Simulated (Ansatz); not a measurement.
Course of a relaxation: Mg3Se

The cell of Mg3Se is invented: random cell by space group and Wyckoff sites (Immm, No. 71). Its size is a rough estimate.

```xyz
4
Lattice="-2.0475 3.1077 3.3042 2.0475 -3.1077 3.3042 2.0475 3.1077 -3.3042" Properties=species:S:1:pos:R:3 pbc="T T T"
Mg    2.0475    1.9333    0.0000
Mg    0.0000    1.1744    3.3042
Mg    0.0000    3.1077    0.0000
Se    2.0475    0.0000    0.0000
```

Method: Ansatz 0.2.0, DFT PBE, scalar-relativistic, plane waves, PAW. Cutoff 420 eV, Gaussian smearing, Γ-centred meshes. Cell and atoms relax first on a coarse mesh and then on a finer one. In between, the cell is made exact in the group found at 0.06 Å. In metals the finer mesh still leaves noise of several meV/atom or more. The steps can't lower the symmetry of their start. No spin polarisation.

Steps on the 6×6×6 mesh (4 atoms, 25 steps). The free energy counts from the last step; some steps are skipped; the plane-wave basis is renewed at times, which shifts energy and pressure.

```
step  ΔF (meV/atom)  V (Å³/atom)  P (GPa)  largest force component (eV/Å)
   1         2110.3        21.02    45.32                           5.113
   2         1427.4        22.51    30.07                           0.696
   4          641.7        25.97    11.97                           0.040
   5          435.0        27.48     6.53                           0.116
   6          302.8        28.34     2.66                           0.088
   7          231.2        28.18     0.72                           0.011
   9          192.7        27.00    -0.11                           0.014
  10          147.3        27.00     1.98                           0.009
  11          129.1        27.99     0.50                           0.067
  12          117.6        28.21     0.08                           0.084
  14           85.5        28.35    -0.42                           0.058
  15           62.0        27.92    -0.38                           0.000
  16           39.1        27.37    -0.45                           0.016
  17           21.7        26.36     0.05                           0.006
  19           13.5        25.76    -0.04                           0.010
  20           29.8        26.26     0.34                           0.392
  21           13.5        25.72     0.03                           0.001
  22            4.1        25.72     0.53                           0.006
  24            0.0        26.16     0.05                           0.006
  25            0.0        26.16     0.05                           0.006
```

The relaxed structure, after a last relaxation on the converged mesh:

```
Mg Se
1.0
    -1.85264    2.58631    5.46558
     1.85264   -2.58631    5.46558
     1.85264    2.58631   -5.46558
Mg Se
3 1
Direct
  0.23404 0.73404 0.50000
  0.76596 0.26596 0.50000
  0.50000 0.50000 0.00000
  0.00000 0.50000 0.50000
```

The symmetry stays Immm (No. 71). The volume per atom grows by 24.6 %, from 21.0 to 26.2 Å³. The shortest distance goes from 1.93 Å (Mg–Se) to 2.56 Å (Mg–Se). The energy falls by about 2.1 eV/atom (the start's value is from the coarse mesh). The end is written in a standard setting, so origin, axes and order of atoms can differ from the start's. Mg on a site of symmetry mm2 is surrounded by 1 Se at 2.56 Å, 4 Mg at 3.20 Å and 6 Mg at 3.45–3.71 Å; around Mg on a site of symmetry mmm lie 2 Se at 2.59 Å and 10 Mg at 3.45–3.71 Å; Se has 4 Mg at 2.56–2.59 Å.

```
Volume per atom                             : 26.19 Å³
Density                                     : 2.41 g/cm³
Formation energy                            : −0.21 eV/atom
Gap on the 16×16×16 mesh of the 4-atom cell : 0 eV (a metal)
```

Formation energies are uncorrected and refer to the elements' standard structures at the same level.

The last run used Gaussian smearing of 0.10 eV. The reference form of Se is held partly by dispersion forces, which this level lacks. Symmetry constrained the relaxation, so the result can be a saddle point. In all, the 3 runs took 5.2 min on 1 thread of Intel(R) Xeon(R) Platinum 8488C (Sapphire Rapids), with other jobs on the host.
